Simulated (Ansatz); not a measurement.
InSb:
```yaml
crystal:
  lattice:
    - [4.59693, 0.00000, 0.00000]
    - [-2.29846, 3.98106, 0.00000]
    - [0.00000, 0.00000, 7.56513]
  atoms:
    - { symbol: In, position: [0.33333, 0.66667, 0.00044] }
    - { symbol: Sb, position: [0.33333, 0.66667, 0.37456] }
    - { symbol: In, position: [0.66667, 0.33333, 0.50044] }
    - { symbol: Sb, position: [0.66667, 0.33333, 0.87456] }
```

Relaxed with PBEsol. Special points in fractions of this cell's reciprocal vectors: Γ (0.000, 0.000, 0.000); M (0.500, 0.000, 0.000); K (0.333, 0.333, 0.000); A (0.000, 0.000, 0.500); L (0.500, 0.000, 0.500); H (0.333, 0.333, 0.500).

Problem. List the band energies nearest the Fermi level at these points for PBEsol with spin–orbit coupling (plane waves, PAW; program Ansatz).

Solution. In eV from the Fermi level; about four levels below and three above (degenerate sets whole), none deeper than 8.9 eV; points with the same levels are listed once.

| k | below | above |
|---|---|---|
| Γ | -0.54 -0.54 -0.03 -0.03 | 0.04 0.04 0.06 0.06 |
| M | -2.16 -2.16 -1.21 -1.21 | 0.84 0.84 1.38 1.38 |
| K | -2.73 -2.73 -2.65 -2.37 -2.37 | 1.78 1.78 2.91 |
| A | -0.57 -0.57 -0.57 -0.57 | 0.59 0.59 0.59 0.59 |
| L | -1.86 -1.86 -1.86 -1.86 | 0.71 0.71 0.71 0.71 |
| H | -1.74 -1.74 -1.62 -1.62 | 1.24 1.24 1.35 1.35 |

Space group P6_3mc (wurtzite). The start of the workflow was typed in or built on a structure type; neither database checked (COD, Materials Project) lists it. It is not the phase usual at ambient conditions (space group No. 216). Symmetry was held in the PBEsol relaxation; of distortions, only those at the zone centre were tested. The Fermi level of a semimetal is unsure by some 0.05 eV on such meshes.

Potentials: the later of the program's two PAW sets.
